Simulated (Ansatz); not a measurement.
Consider the following.

Ru:
```
CELL_PARAMETERS angstrom
      2.67486     0.00000     0.00000
     -1.33743     2.31649     0.00000
      0.00000     0.00000     4.22587
ATOMIC_POSITIONS crystal
  Ru 0.33333 0.66667 0.25000
  Ru 0.66667 0.33333 0.75000
```

This is the LDA-relaxed structure.

**Question.** All from LDA in the plane-wave PAW code Ansatz, unless another level is named. Give the highest zone-centre frequency.

**Answer.** 269 cm⁻¹.

**Question.** What about the Hill bulk and shear moduli?

**Answer.** 366 and 225 GPa.

Space group P6_3/mmc (hcp (Mg type)). The cell was relaxed with LDA under the symmetry of its start; of distortions, only those at the zone centre were tested. No spin polarisation was allowed. As this level gives no gap, shear constants depend on the k-mesh and smearing (Fermi–Dirac, 0.1 eV here). As this level gives no gap, phonon frequencies hold no LO–TO term and depend on the k-mesh and smearing (Fermi–Dirac, 0.1 eV here).

Potentials: the earlier of the program's two PAW sets.
